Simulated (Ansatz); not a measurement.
# Elastic constants of YZn (Pm-3m) under pressure

```
Y Zn
1.0
     3.52207    0.00000    0.00000
     0.00000    3.52207    0.00000
     0.00000    0.00000    3.52207
Y Zn
1 1
Direct
  0.00000 0.00000 0.00000
  0.50000 0.50000 0.50000
```

This is the zero-pressure cell. At each pressure cell and atoms are relaxed in this structure, and the constants are slopes of the stress at strains of ±0.005 with relaxed ions (the coefficients that govern stability under load). Level: PBEsol, PAW on Ansatz 0.2.0's default frozen-core files (fitted under PBE), scalar-relativistic; k mesh 14×14×14, strains of ±0.005, Fermi-Dirac smearing of 0.050 eV, cutoff 420 eV. P is the pressure of the relaxed cell, less that of this one.

| P (GPa) | V/V₀ | C11 (GPa) | C12 (GPa) | C44 (GPa) |
| --- | --- | --- | --- | --- |
| 0.00 | 1.0000 | 95.7 | 51.6 | 44.9 |
| 1.03 | 0.9850 | 99.4 | 55.7 | 46.4 |
| 2.04 | ? | ? | ? | ? |
| 4.03 | 0.9467 | 109.2 | 67.4 | 50.2 |
| 7.04 | 0.9144 | 118.2 | 78.8 | 53.7 |
| 10.02 | 0.8867 | 126.9 | 89.7 | 57.6 |
| 15.02 | 0.8474 | 141.2 | 107.6 | 65.4 |

Q: Does the bulk modulus from the constants agree with the pressure-volume curve?

A: A third-order Birch-Murnaghan fit to the volumes shown (F against f, f = [(V₀/V)^(2/3) − 1]/2) gives B₀ = 66.4 GPa and B′ = 3.8. Its −V dP/dV stands beside (C11 + 2C12)/3:

```csv
P (GPa),from P(V),from the constants
0.00,66.4,66.3
1.03,70.3,70.2
4.03,81.2,81.3
7.04,91.9,91.9
10.02,102.2,102.1
15.02,119.1,118.8
```

Q: What are the pressure derivatives at zero pressure?

A: Slopes at V₀ of quadratic fits in −ln(V/V₀) through the first four rows shown, divided by B₀: dC11/dP = 3.6, dC12/dP = 4.0, dC44/dP = 1.4. The mean slopes up to 4.0 GPa are 3.4, 3.9, 1.3; curvature and scatter of the constants part the two. The combination (dC11/dP + 2 dC12/dP)/3 = 3.9 stands against B′.

Q: Fill the row at 2.04 GPa.

A: Cubic fits in −ln(V/V₀) through all rows shown give C11 = 102.8, C12 = 59.7, C44 = 47.8 GPa. Computed: V/V₀ = 0.9713, C11 (GPa) = 102.8, C12 (GPa) = 59.7, C44 (GPa) = 47.8.

Q: Does a shear stiffness soften?

A: C44 goes from 44.9 to 65.4 GPa; (C11 − C12)/2 goes from 22.1 to 16.8 GPa. (C11 − C12)/2 softens under pressure, though the lattice stays mechanically stable over this range.

Known limits: no other phase was computed; many crystals of this kind change structure within this range, and rows or crossings beyond such a change describe a metastable lattice; frozen-core PAW files fitted under PBE, their cores solved anew for the functional of the run; responses of metals move with mesh and smearing; phonons weren't checked at these pressures.
